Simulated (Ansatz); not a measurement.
Consider the following.

HfO2:
Space group P4₂/nmc, origin choice 1 (No. 137); a = b = 3.604 Å, c = 5.265 Å, α = β = γ = 90.00°

```json
[
 {"atom": "Hf", "site": "2a", "symmetry": "-4m2", "x": "0.0000", "y": "0.0000", "z": "0.0000"},
 {"atom": "O", "site": "4d", "symmetry": "2mm.", "x": "0.0000", "y": "0.5000", "z": "0.1933"}
]
```

This is the PBE-relaxed structure.

Q: All from the program Ansatz at the PBE level (PAW), unless another level is named. Estimate the Born charges (a third of the trace).

A: Hf +5.28, O -2.64 e.

Q: What about the Bader charges?

A: Hf +2.66, O -1.33 e.

Q: Give the static dielectric constant ε0 (ions relaxed, cell fixed).

A: 982 (xx = yy), 17.5 (zz).

Space group P4_2/nmc. This is a known high-temperature phase of the composition, computed here at zero pressure and temperature. The cell was relaxed with PBE under the symmetry of its start; phonons on a q-mesh show weakly imaginary modes. The run is not spin-polarised. Spin–orbit coupling is left out wherever it is not named.

Potentials: the later of the program's two PAW sets.
